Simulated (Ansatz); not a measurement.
# Nd (dhcp)

Computed with Ansatz (plane waves, PAW, 420 eV cutoff): LDA, scalar-relativistic, collinear spin, 14×14×4 k-mesh, Gaussian smearing of 0.05 eV. The datasets are Ansatz's generated set soft_2.

```
CELL_PARAMETERS angstrom
3.24181 0.00000 0.00000
-1.62090 2.80749 0.00000
0.00000 0.00000 10.41662
ATOMIC_POSITIONS crystal
Nd 0.00000 0.00000 0.00000
Nd 0.00000 0.00000 0.50000
Nd 0.33333 0.66667 0.25000
Nd 0.66667 0.33333 0.75000
```

Magnetic state: ferromagnetic, site spin moments Nd 3.36, 3.35 μB.

Problem. Which orbitals carry the states at the Fermi level, and how many states are there?

Solution. Within 0.1 eV of it: Nd 4f 88 %, Nd 5d 10 % (shares among the projected shells). The density of states at the Fermi level is about 28 states/eV per cell, averaged over 0.3 eV.

Density of states (tetrahedra, averaged over 0.4 eV; states/eV per cell of 4 atoms; energy in eV from the Fermi level; projections on Löwdin-orthogonalised atomic orbitals, summed over sites):

| E | total | Nd 4f up | Nd 4f down | Nd 5d up | Nd 5d down | Nd 6s |
| --- | --- | --- | --- | --- | --- | --- |
| -3.25 | 0.0 | 0.0 | 0.0 | 0.0 | 0.0 | 0.0 |
| -2.85 | 0.4 | 0.0 | 0.0 | 0.3 | 0.0 | 0.1 |
| -2.45 | 1.3 | 0.1 | 0.0 | 0.9 | 0.0 | 0.2 |
| -2.05 | 3.6 | 0.3 | 0.0 | 2.1 | 0.6 | 0.3 |
| -1.65 | 4.8 | 0.6 | 0.1 | 2.3 | 1.1 | 0.4 |
| -1.25 | 6.4 | 1.1 | 0.2 | 2.0 | 2.2 | 0.4 |
| -0.85 | 8.2 | 3.3 | 0.3 | 1.8 | 2.1 | 0.4 |
| -0.45 | 17.9 | 13.6 | 0.4 | 1.1 | 2.1 | 0.2 |
| -0.05 | 28.0 | 24.3 | 0.5 | 0.9 | 1.7 | 0.2 |
| 0.35 | 26.1 | 21.9 | 0.9 | 1.3 | 1.5 | 0.2 |
| 0.75 | 7.1 | 1.9 | 1.9 | 1.3 | 1.6 | 0.2 |
| 1.15 | 6.6 | 1.0 | 2.3 | 1.9 | 1.0 | 0.2 |
| 1.55 | 11.0 | 0.6 | 6.6 | 2.3 | 1.1 | 0.2 |
| 1.95 | 31.6 | 0.3 | 27.0 | 2.1 | 1.7 | 0.2 |
| 2.35 | 26.4 | 0.2 | 21.6 | 2.3 | 1.9 | 0.2 |
| 2.75 | 9.3 | 0.2 | 4.3 | 2.4 | 2.0 | 0.3 |

Without a U the open 4f shell is pinned at the Fermi level, an artefact: in the real crystal it splits into occupied and empty levels away from it, and its large orbital moment is missing here. No spin–orbit coupling, a notable omission for heavy elements. The run wasn't fully tested for a lower electronic state. Site moments are of spin, integrated over atomic spheres.

A lower state of the open shells can't be excluded, and forces and pressures are less sure for it.
